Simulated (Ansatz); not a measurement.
With DFT-PBE in the program Ansatz with PAW potentials, MoS2 in the trigonal phase (R3m; Mo on 3a, S on 3a, S on 3a) relaxes to a = 3.185 Å, c = 22.292 Å. Mo has 6 nearest neighbours from 2.41 Å (trigonal prismatic); S on 3a has 3 nearest neighbours from 2.41 Å (trigonal pyramidal); S on 3a has 3 nearest neighbours from 2.41 Å (trigonal pyramidal). Against the elements it lies at -894 meV/atom, with no fitted shifts.

It is gapped at this level: 1.45 eV (indirect).

Symmetry was held in the PBE relaxation. The run is not spin-polarised. A crystal of weakly bound layers computed without a dispersion correction: the cell and the soft elastic constants depend strongly on that. The references are the lowest solids computed at this level, not always the standard phases. Spin–orbit coupling is left out wherever it is not named.

Potentials: the earlier of the program's two PAW sets.
